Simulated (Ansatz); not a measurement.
Theory: DFT PBE, scalar-relativistic, plane waves, PAW in Ansatz 0.2.0. Settings: cutoff 420 eV, Γ-centred meshes spaced at most about 0.3 Å⁻¹, and about 0.25 Å⁻¹ or finer for metals (2π included), Gaussian smearing. No spin polarisation in the final relaxations.

These are static total energies at zero pressure.

Two forms of Ti4H were relaxed alike.

1.

```cif
data_structure
_symmetry_space_group_name_H-M 'P6/mmm'
_symmetry_Int_Tables_number 191
_cell_length_a 5.3497
_cell_length_b 5.3497
_cell_length_c 3.1136
_cell_angle_alpha 90.000
_cell_angle_beta 90.000
_cell_angle_gamma 120.000
_cell_volume 77.17
loop_
_atom_site_label
_atom_site_type_symbol
_atom_site_symmetry_multiplicity
_atom_site_Wyckoff_symbol
_atom_site_fract_x
_atom_site_fract_y
_atom_site_fract_z
_atom_site_occupancy
Ti1 Ti 3 f 0.50000 0.00000 0.00000 1
Ti2 Ti 1 b 0.00000 0.00000 0.50000 1
H1 H 1 a 0.00000 0.00000 0.00000 1
```

2.

```cif
data_structure
_symmetry_space_group_name_H-M 'I4/mmm'
_symmetry_Int_Tables_number 139
_cell_length_a 4.1383
_cell_length_b 4.1383
_cell_length_c 8.2864
_cell_angle_alpha 90.000
_cell_angle_beta 90.000
_cell_angle_gamma 90.000
_cell_volume 141.91
loop_
_atom_site_label
_atom_site_type_symbol
_atom_site_symmetry_multiplicity
_atom_site_Wyckoff_symbol
_atom_site_fract_x
_atom_site_fract_y
_atom_site_fract_z
_atom_site_occupancy
Ti1 Ti 4 e 0.00000 0.00000 0.25088 1
Ti2 Ti 4 c 0.00000 0.50000 0.00000 1
H1 H 2 a 0.00000 0.00000 0.00000 1
```

Question: Which form is favoured at zero pressure, and by what margin per atom?

Answer: Cell 2 is lower, by 0.48 eV/atom. Cell 1 has space group P6/mmm (No. 191), 15.4 Å³/atom and no gap on its mesh; cell 2 has space group I4/mmm (No. 139), 14.2 Å³/atom and no gap. Counting Ti atoms around H (those within 1.25 times the shortest such distance or 1.15 times the sum of covalent radii), cell 1 has H 2 and cell 2 has H 6. The denser one is the lower, and pressure would at first widen the difference. In cell 1, Ti on a site of symmetry mmm is surrounded by 2 H at 2.67 Å, 4 Ti at 2.67 Å and 6 Ti at 3.09–3.11 Å; Ti on a site of symmetry 6/mmm has 2 H at 1.56 Å and 14 Ti at 3.09–3.11 Å; H is surrounded by 2 Ti at 1.56 Å and 6 Ti at 2.67 Å. In cell 2, around Ti on a site of symmetry 4mm lie 1 H at 2.08 Å and 12 Ti at 2.92–2.93 Å; Ti on a site of symmetry mmm has 2 H at 2.07 Å and 12 Ti at 2.92–2.93 Å; around H lie 6 Ti at 2.07–2.08 Å. Both come from invented guesses.

With hydrogen, zero-point motion can shift such differences by 10 meV/atom or more. A magnetic state wasn't ruled out in cells without spin, among them P6/mmm. Cells relaxed within their symmetry can be saddle points.
